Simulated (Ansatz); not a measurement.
# Equation of state of SnTe from a dense series

```yaml
crystal:
  lattice:
    - [0.00000, 3.15650, 3.15650]
    - [3.15650, 0.00000, 3.15650]
    - [3.15650, 3.15650, 0.00000]
  atoms:
    - { symbol: Sn, position: [0.00000, 0.00000, 0.00000] }
    - { symbol: Te, position: [0.50000, 0.50000, 0.50000] }
```

Atoms are numbered in the order listed.

The cell is COD entry 9008726, as deposited and not checked against the literature; nothing was relaxed.

Spin–orbit coupling is left out, though it moves levels of the heavy atoms by tenths of an eV or more.

These are results of Ansatz 0.2.0, DFT, LDA, all-electron LAPW, scalar-relativistic, not measurements.

The runs use a Γ-centred 11×11×11 k mesh, Fermi–Dirac smearing of 0.08 eV, basis error target 0.25 meV/atom, no spin polarisation.

The cell is scaled evenly. Fractional coordinates are held (clamped ions).

| V (Å³/atom) | P (GPa) |
| --- | --- |
| 29.563 | 1.34 |
| 29.877 | 0.75 |
| 30.192 | 0.20 |
| 30.664 | -0.56 |
| 30.821 | -0.81 |
| 31.135 | -1.27 |
| 31.450 | -1.71 |
| 31.764 | -2.12 |
| 32.079 | -2.51 |
| 32.236 | -2.70 |
| 32.708 | -3.23 |
| 33.022 | -3.56 |

(1) Fit a third-order Birch–Murnaghan curve to the pressures.

(2) Predict the pressure at the withheld volume, 33.337 Å³/atom.

Answers

(1) P = (3B0/2)(y^(7/2) − y^(5/2))[1 + (3/4)(B0′ − 4)(y − 1)] with y = (V0/V)^(2/3) fits within 0.01 GPa for V0 = 30.313 Å³/atom, B0 = 50.4 GPa and B0′ = 4.52.

(2) There y = 0.9386, so the fit gives -3.87 GPa; the run gave -3.88 GPa.
